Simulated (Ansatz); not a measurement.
Relaxation of a generated cell, ReSe2 placed in the marcasite structure type; 6 atoms in the cell, which starts as Pnnm (No. 58), oP6; a = 5.042 Å, b = 6.154 Å, c = 3.842 Å, α = 90.00°, β = 90.00°, γ = 90.00°. All values below come from r2SCAN (plane waves to 500 eV, PAW, scalar-relativistic; Ansatz, an electronic-structure program). Γ-centred k-mesh 5×4×6 on the run's cell (coarser than for final values), Fermi–Dirac smearing 0.05 eV. This is the first round of the run. 

The optimiser's lines from the output (shortened; P is positive under compression):

```
relax step   1: F+E_penalty+E_count = -43674.10332561 eV  Δ(F+E_penalty+E_count) = +0.000e0 eV  max|allowed force component| = 1.091e0 eV/Å  Δτ_max = 0.0000 Å  P = -5.991 GPa  Ω = 119.190 Å³  (8 SCF iters, dr2 threshold 1.00e-7 eV, accepted)
relax step   2: F+E_penalty+E_count = -43674.63862767 eV  Δ(F+E_penalty+E_count) = -5.353e-1 eV  max|allowed force component| = 2.137e-1 eV/Å  Δτ_max = 0.0834 Å  P = +2.427 GPa  Ω = 112.420 Å³  (8 SCF iters, dr2 threshold 6.00e-7 eV, accepted)
relax step   3: F+E_penalty+E_count = -43674.87983503 eV  Δ(F+E_penalty+E_count) = -2.412e-1 eV  max|allowed force component| = 5.054e-2 eV/Å  Δτ_max = 0.0295 Å  P = +0.321 GPa  Ω = 113.344 Å³  (7 SCF iters, dr2 threshold 6.00e-7 eV, accepted)
relax step   4: F+E_penalty+E_count = -43674.84175211 eV  Δ(F+E_penalty+E_count) = +3.808e-2 eV  max|allowed force component| = 3.070e-1 eV/Å  Δτ_max = 0.0500 Å  P = -0.293 GPa  Ω = 112.172 Å³  (8 SCF iters, dr2 threshold 6.00e-7 eV, rejected (line search))
relax step   5: F+E_penalty+E_count = -43674.91215655 eV  Δ(F+E_penalty+E_count) = -3.232e-2 eV  max|allowed force component| = 7.339e-3 eV/Å  Δτ_max = 0.0118 Å  P = +0.116 GPa  Ω = 112.946 Å³  (10 SCF iters, accepted)
relax step   6: F+E_penalty+E_count = -43674.91291787 eV  Δ(F+E_penalty+E_count) = -7.613e-4 eV  max|allowed force component| = 1.502e-2 eV/Å  Δτ_max = 0.0046 Å  P = -0.175 GPa  Ω = 113.095 Å³  (6 SCF iters, dr2 threshold 6.00e-7 eV, accepted)
relax step   7: F+E_penalty+E_count = -43674.91342445 eV  Δ(F+E_penalty+E_count) = -5.066e-4 eV  max|allowed force component| = 2.248e-3 eV/Å  Δτ_max = 0.0023 Å  P = +0.010 GPa  Ω = 112.994 Å³  (5 SCF iters, dr2 threshold 6.00e-7 eV, accepted)
relax step   8: F+E_penalty+E_count = -43674.91328169 eV  Δ(F+E_penalty+E_count) = +1.428e-4 eV  max|allowed force component| = 2.224e-3 eV/Å  Δτ_max = 0.0000 Å  P = +0.010 GPa  Ω = 112.994 Å³  stress off target by 2.41e-2 GPa  SCF on the basis re-selected at this cell (its energy is not comparable with the rows above)  (8 SCF iters)
relax step   9: F+E_penalty+E_count = -43674.91328282 eV  Δ(F+E_penalty+E_count) = -1.126e-6 eV  max|allowed force component| = 5.136e-4 eV/Å  Δτ_max = 0.0002 Å  P = -0.002 GPa  Ω = 112.999 Å³  (5 SCF iters, dr2 threshold 1.46e-9 eV, accepted)
relax step  10: F+E_penalty+E_count = -43674.91328259 eV  Δ(F+E_penalty+E_count) = +2.294e-7 eV  max|allowed force component| = 5.114e-4 eV/Å  Δτ_max = 0.0000 Å  P = -0.002 GPa  Ω = 112.999 Å³  stress off target by 3.40e-3 GPa  SCF on the basis re-selected at this cell (its energy is not comparable with the rows above)  (5 SCF iters)
```

From the first to the last row the energy changes by -0.13 eV/atom and the volume by -5.2 %. The last row is marked as not comparable with the walk above it, whose basis was carried along; it does compare with step 1, since both stand on a basis selected at the nominal cutoff for their own cell.

Step 4 was rejected by the optimiser.

Later rounds, restarted from the end of this one on a renewed k-mesh, logged 11 more steps and released under 0.01 eV/atom more. The final structure after all rounds: Pnnm (No. 58), oP6, AFLOW prototype AB2_oP6_58_a_g (as in Fe2C); a = 5.3920 Å, b = 6.1605 Å, c = 3.4014 Å, α = β = γ = 90.00°. Between re-selections the logged energies stand on a plane-wave basis carried along with the cell. No spin polarisation in the result.

The run could not lower the symmetry of its start; a shaken copy of this end point relaxes with r2SCAN to P2₁2₁2 (No. 18), 0.08 eV/atom lower.

The relaxed structure here is a generated cell of ReSe2: the first start was made by placing the elements on the sites of a structure type, and the end was not matched to a known phase here, so it may be hypothetical.
